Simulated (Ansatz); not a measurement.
GePd₃ in space group Fm-3m (No. 225; Ge on 4a, Pd on 4b, Pd on 8c) under volume change, the program Ansatz at the PBE level (PAW), scaled uniformly.

| V (Å³/atom) | E − E(relaxed) (meV/atom) | P (GPa) |
|---|---|---|
| 13.840 | 75.2 | 19.43 |
| 14.296 | 31.2 | 11.69 |
| 14.752 | ? | ? |
| 15.209 | 0.0 | 0.00 |
| 15.665 | ? | ? |
| 16.121 | 24.1 | -7.93 |
| 16.577 | 51.0 | -10.87 |

Task: Fill in the missing entries.

Result: 
- 15.665, E − E(relaxed) (meV/atom): 6.4
- 15.665, P (GPa): -4.36
- 14.752, E − E(relaxed) (meV/atom): 7.3
- 14.752, P (GPa): 5.29

Task: What does a third-order Birch–Murnaghan fit give for V₀, B₀ and B′?

Result: V₀ = 15.21 Å³/atom, B₀ = 159 GPa, B′ = 5.4.

A made-up cell: these elements were put on the sites of a structure type; neither database checked (COD, Materials Project) lists it. Its standing as an ambient phase is unchecked. Symmetry was held in the PBE relaxation; its stability against distortions is not shown here. The run is not spin-polarised.

Potentials: the later of the program's two PAW sets.
